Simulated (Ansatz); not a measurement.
According to the program Ansatz at the PBE level (PAW), VSi₂ in the hexagonal phase (P6_222; V on 3c, Si on 6i) relaxes to a = 4.566 Å, c = 6.367 Å. Against the elements it lies at -0.48 eV/atom, with no fitted shifts.

Electronic character: metallic (no gap). The magnetic state found is non-magnetic (starting moments vanished).

An equation-of-state fit gives a bulk modulus of 173 GPa.

The cell was relaxed with PBE under the symmetry of its start. The workflow began spin-polarised and lost its moments. The references are the lowest solids computed at this level, not always the standard phases.

Potentials: the later of the program's two PAW sets.
